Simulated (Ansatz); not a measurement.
**Ba3Si (antiAuCu3 structure)**

Method: PBE, scalar-relativistic; no spin polarisation; PAW, 420 eV, 6×6×6 k-mesh, Gaussian smearing of 0.05 eV; code Ansatz; PAW files: Ansatz's generated set soft_2.

```
Ba Si
1.0
     5.38336    0.00000    0.00000
     0.00000    5.38336    0.00000
     0.00000    0.00000    5.38336
Ba Si
3 1
Direct
  0.00000 0.50000 0.50000
  0.50000 0.50000 0.00000
  0.50000 0.00000 0.50000
  0.00000 0.00000 0.00000
```

The structure was built from a prototype; whether the compound forms in it isn't claimed.

The cell is relaxed to zero pressure at this level.

The cell has space group Pm-3m (read at 0.01 Å). In it the stress is 0.00, 0.00, 0.00, 0.00, 0.00, 0.00 GPa and the largest force component 0.000 eV/Å. Each change below starts from this cell, without further relaxation. Stress is in GPa, positive in compression, in the order xx, yy, zz, yz, xz, xy; energies are counted from the cell above and are free energies with the smearing's entropy, which match forces and stress in a metal.

Question: One atom was moved along a Cartesian axis, and these forces appeared. Which atom, and about how far?
```tsv
atom	Fx (eV/Å)	Fy	Fz
Ba1	0.065	0.000	0.000
Ba2	-0.020	0.000	0.000
Ba3	-0.034	0.000	0.000
Si4	-0.010	0.000	0.000
```

Answer: Atom 2 (Ba) is moved by 0.05 Å along x; the energy changes by 0.5 meV per cell.

Question: A single strain component, atoms carried along, gave the stress 0.38, 0.09, 0.09, 0.00, 0.00, 0.00. Which component, and about how large?

Answer: An engineering strain of -1 % in xx; the energy changes by 1.8 meV per cell.

Question: What stress follows from an engineering strain of 3 % in xy, atoms carried along?

Answer: 0.03, 0.03, -0.01, 0.00, 0.00, -0.46 GPa; the energy changes by 6.7 meV per cell.
The change of the stress over the strain gives a clamped-atom stiffness of about 15.2 GPa for this component.
In a harmonic crystal the energy would rise by V(½Cε² − σ₀ε), with σ₀ the stress of the unstrained cell, = 6.7 meV, which matches.

Question: All atoms and the cell are disturbed at random:
```xyz
4
Lattice="5.3690 0.0169 -0.0183 0.0169 5.3258 -0.0571 -0.0183 -0.0571 5.4980" Properties=species:S:1:pos:R:3 pbc="T T T"
Ba    0.1989    2.7617    2.7765
Ba    2.6844    2.6559    0.0250
Ba    2.4888   -0.1175    2.6089
Si   -0.0044   -0.0145    0.0122
```
Give the energy change, the stress and the forces.

Answer: 176.7 meV per cell; stress -0.11, 0.40, -0.49, 0.30, 0.17, 0.24 GPa.
| atom | Fx (eV/Å) | Fy | Fz |
| --- | --- | --- | --- |
| Ba1 | -0.878 | -0.222 | 0.118 |
| Ba2 | 0.344 | -0.199 | -0.296 |
| Ba3 | 0.416 | 0.486 | 0.137 |
| Si4 | 0.118 | -0.065 | 0.042 |

Question: All atoms and the cell are disturbed at random:
```xyz
4
Lattice="5.3521 -0.0727 -0.0017 -0.0727 5.4508 0.0125 -0.0017 0.0125 5.3205" Properties=species:S:1:pos:R:3 pbc="T T T"
Ba   -0.0776    2.7843    2.5693
Ba    2.6511    2.6547    0.3817
Ba    2.6685    0.1153    2.5023
Si    0.0357   -0.1637   -0.1218
```
Give the energy change, the stress and the forces.

Answer: 429.6 meV per cell; stress 0.16, -0.06, -0.31, -0.37, 0.09, 0.35 GPa.
| atom | Fx (eV/Å) | Fy | Fz |
| --- | --- | --- | --- |
| Ba1 | 0.165 | 0.205 | 0.632 |
| Ba2 | -0.096 | 0.330 | -1.526 |
| Ba3 | -0.058 | -0.587 | 0.678 |
| Si4 | -0.011 | 0.052 | 0.216 |

1 move too small to change the energy by 0.15 meV is left out.

These numbers lack spin–orbit coupling.
